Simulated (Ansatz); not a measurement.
LaNi2P2 in space group I4/mmm (No. 139; P on 4e, La on 2a, Ni on 4d), DFT-PBE in the program Ansatz with PAW potentials, all energies at zero smearing, with the estimated change up to a 700 eV cutoff added, with one set of potentials and settings (totals compare only within such a set). Cell of 5 atoms (2 P, 1 La, 2 Ni): -19445.933 eV.

| element | reference phase | E (eV/atom) |
|---|---|---|
| P | Cmce, 4 atoms in the cell | -755.6743 |
| La | P6_3/mmc, 4 atoms in the cell | -6250.0953 |
| Ni | Fm-3m, 1 atoms in the cell, spin-polarised | -5839.7239 |

Formation energy per atom, worked out: (-19445.933 − 2×(-755.6743) − 1×(-6250.0953) − 2×(-5839.7239))/5 = -1.008 eV/atom (-97 kJ per mol of atoms), at 0 K, without zero-point energy or fitted corrections.

The workflow started from an entry of the Crystallography Open Database (COD). Whether it is the stable phase at ambient conditions was not checked. The PBE relaxation kept the symmetry of its start; whether a distortion lowers the energy is not shown. The workflow began spin-polarised and lost its moments. The references are the lowest solids computed at this level, not always the standard phases. Spin–orbit coupling is left out wherever it is not named.

Potentials: the later of the program's two PAW sets.
